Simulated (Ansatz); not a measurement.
RuW:
```
CELL_PARAMETERS angstrom
      1.37491    -4.97981     0.00000
      1.37491     4.97981     0.00000
      0.00000     0.00000     4.28998
ATOMIC_POSITIONS crystal
  W  0.67193 0.32807 0.25000
  Ru 0.93156 0.06844 0.25000
  W  0.32807 0.67193 0.75000
  Ru 0.06844 0.93156 0.75000
```

Relaxed with PBEsol (plane waves, PAW; program Ansatz). Indices refer to the conventional cell of Cmcm, a = 2.750 Å, b = 9.960 Å, c = 4.290 Å, α = β = γ = 90.00°.

**Question.** Simulate the powder diffraction pattern (Ag Kα, λ = 0.560885 Å; lines above 1 %) up to 2θ = 30°.

**Answer.** Simulated powder pattern, Ag Kα, λ = 0.560885 Å (kinematic, ideal powder, no thermal factors, no anomalous dispersion; the 30 strongest lines at most, above 1 %, up to 2θ = 30°):

| 2θ (°) | d (Å) | I/Imax (%) | hkl |
|---|---|---|---|
| 6.46 | 4.980 | 4.0 | (020) |
| 9.90 | 3.250 | 16 | (021) |
| 12.93 | 2.490 | 5.6 | (040) |
| 14.29 | 2.255 | 100 | (111) |
| 14.97 | 2.153 | 78 | (041) |
| 15.03 | 2.145 | 43 | (002) |
| 15.22 | 2.118 | 45 | (130) |
| 16.37 | 1.970 | 1.1 | (022) |
| 16.99 | 1.899 | 9.3 | (131) |
| 19.45 | 1.660 | 2.5 | (060) |
| 19.87 | 1.625 | 3.6 | (042) |
| 20.02 | 1.613 | 14 | (150) |
| 21.41 | 1.510 | 2.9 | (151) |
| 21.45 | 1.507 | 35 | (132) |
| 23.54 | 1.375 | 12 | (200) |
| 23.55 | 1.374 | 1.9 | (023) |
| 24.67 | 1.313 | 2.6 | (062) |
| 25.13 | 1.289 | 14 | (152) |
| 25.59 | 1.266 | 3.0 | (221) |
| 25.64 | 1.264 | 5.2 | (170) |
| 25.75 | 1.259 | 19 | (113) |
| 26.04 | 1.245 | 5.5 | (080) |
| 26.14 | 1.240 | 16 | (043) |
| 26.75 | 1.212 | 15 | (171) |
| 26.95 | 1.204 | 1.4 | (240) |
| 27.13 | 1.196 | 4.9 | (081) |
| 27.38 | 1.185 | 2.1 | (133) |
| 28.01 | 1.159 | 25 | (241) |
| 28.04 | 1.158 | 14 | (202) |
| 29.85 | 1.089 | 6.4 | (172) |

The start of the workflow was typed in or built on a structure type; neither database checked (COD, Materials Project) lists it. Its standing as an ambient phase is unchecked. The PBEsol relaxation kept the symmetry of its start; whether a distortion lowers the energy is not shown. No spin polarisation was allowed. Its formation energy is positive at this level, so the cell may be metastable or incomplete. Axis ratios of metals converge slowly with the k-mesh, so a and c are less sure than the volume. Spin–orbit coupling is left out wherever it is not named.

Potentials: the earlier of the program's two PAW sets. The files were generated under PBE; for other functionals the program regenerates the frozen cores, and for LDA and PBEsol the local potential too.
